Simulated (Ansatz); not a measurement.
Input:

BaCu$_{4}$As$_{2}$:
```cif
data_As6Ba3Cu12
_chemical_formula_sum 'Cu12 Ba3 As6'
_space_group_name_H-M_alt 'R-3m :H'
_space_group_IT_number 166
_space_group_name_Hall '-R 3 2"'
_cell_length_a 4.09698
_cell_length_b 4.09698
_cell_length_c 24.20811
_cell_angle_alpha 90.000
_cell_angle_beta 90.000
_cell_angle_gamma 120.000
loop_
_atom_site_label
_atom_site_type_symbol
_atom_site_symmetry_multiplicity
_atom_site_Wyckoff_symbol
_atom_site_fract_x
_atom_site_fract_y
_atom_site_fract_z
_atom_site_occupancy
Cu1 Cu 6 c 0.00000 0.00000 0.14412 1
Cu2 Cu 6 c 0.00000 0.00000 0.44452 1
Ba1 Ba 3 a 0.00000 0.00000 0.00000 1
As1 As 6 c 0.00000 0.00000 0.24326 1
```
(The calculation used a cell of 7 atoms; values per cell refer to that cell.)

This is the LDA-relaxed structure.

All from DFT-LDA in the program Ansatz with PAW potentials, unless another level is named. Predict the electronic character.

metallic (no gap).

And the density of states at the Fermi level?

0.32 states/eV per atom (mean over ±0.08 eV).

What about the formation energy from the elements (no fitted shifts)?

-0.35 eV/atom.

The workflow started from an entry of the Crystallography Open Database (COD). Whether it is the stable phase at ambient conditions was not checked. The LDA relaxation kept the symmetry of its start; whether a distortion lowers the energy is not shown. The run is not spin-polarised. The references are the lowest solids computed at this level, not always the standard phases. Spin–orbit coupling is left out wherever it is not named.

Potentials: the later of the program's two PAW sets.
